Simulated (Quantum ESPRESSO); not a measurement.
Simulation results for AlSi2PC4 (made-up cell)

Computed with Quantum ESPRESSO 7.5. Calculation on a made-up crystal cell, not a measurement, the moved input of one more run found from cubic fits through the family: the fits match the computed values on one interval only; periodic Kohn-Sham density functional theory in plane waves with PseudoDojo standard norm-conserving scalar-relativistic pseudopotentials, each functional with its own files (v0.5 for PBE, v0.4.1 for LDA and PBEsol), no spin polarisation, no spin-orbit coupling, atoms not relaxed, stress positive in tension, energies less a fixed whole-eV offset for each atom's element; levels are Kohn-Sham levels at fractions of this cell's reciprocal vectors, counted from the reference band (half the neutral cell's valence electrons, rounded up) at Gamma; error bars cover cutoff and k-mesh only, not smearing or the files; added strain carries the atoms with the cell, and shear is the tensor component; each bar is the largest change over components, and at least 0.002 eV, 0.002 eV per angstrom or 0.02 GPa; energies are for the whole cell, and the offsets were chosen from early runs and are not element reference energies.

```yaml
- formula: AlSi2PC4
  kind: "made-up cell"
  reference_structure:
    cell_angstrom:
      - [4.4795, 0.0565, 0.0365]
      - [0.0564, 4.449, 0.015]
      - [0.0365, 0.0151, 4.4359]
    atoms_fractional:
      - [Al, -0.00104, -0.02536, 0.01114]
      - [Si, 0.00945, 0.51726, 0.50073]
      - [Si, 0.48793, -0.00683, 0.49877]
      - [P, 0.47653, 0.4317, 0.03655]
      - [C, 0.2379, 0.22699, 0.28238]
      - [C, 0.25383, 0.73897, 0.78017]
      - [C, 0.74556, 0.2523, 0.75495]
      - [C, 0.74253, 0.77696, 0.28852]
  given:
    lattice_type: "zincblende/diamond"
    functional: pbe
    "cutoff [eV]": 1116
    "fermi_dirac_smearing [eV]": 0.1
    "scf_tolerance [eV]": 1.0e-07
    electrons_removed: 0
    moved_input: "added strain, shear xy"
    moved_input_in_the_structure_shown: 0.0016
    "further_run_fz_on_site_1 [eV/angstrom]": 0.255
    "further_run_fz_on_site_5 [eV/angstrom]": -1.554
    "further_run_fx_on_site_8 [eV/angstrom]": 0.917
    "further_run_fz_on_site_3 [eV/angstrom]": 4.891
    k_mesh: "6 x 6 x 6, shifted by half a step"
    structure_shown: "one run of the family, not the further run"
    atom_site: [1, 2, 3, 4, 5, 6, 7, 8]
    "atom_energy_offset [eV]": [-64, -115, -115, -189, -163, -163, -163, -163]
    family_moved_input: [-0.0224, -0.0145, 0.0016, 0.0078, 0.0101, 0.0208]
    "family_fz_on_site_1 [eV/angstrom]": [-0.942, -0.713, -0.24, -0.054, 0.016, 0.345]
    "family_fz_on_site_5 [eV/angstrom]": [-0.507, -0.711, -1.127, -1.289, -1.349, -1.631]
    "family_fx_on_site_8 [eV/angstrom]": [-0.06, 0.131, 0.518, 0.668, 0.725, 0.987]
    "family_fz_on_site_3 [eV/angstrom]": [3.982, 4.151, 4.507, 4.649, 4.704, 4.962]
  results:
    moved_input_of_the_further_run: 0.0179
    interval_low: 0.01773
    interval_high: 0.0181
    "energy_against_integrated_force_or_stress [eV]": 0.0004574
    "error_bar_energy [eV]": 0.002652
    "error_bar_force [eV/angstrom]": 0.002
```
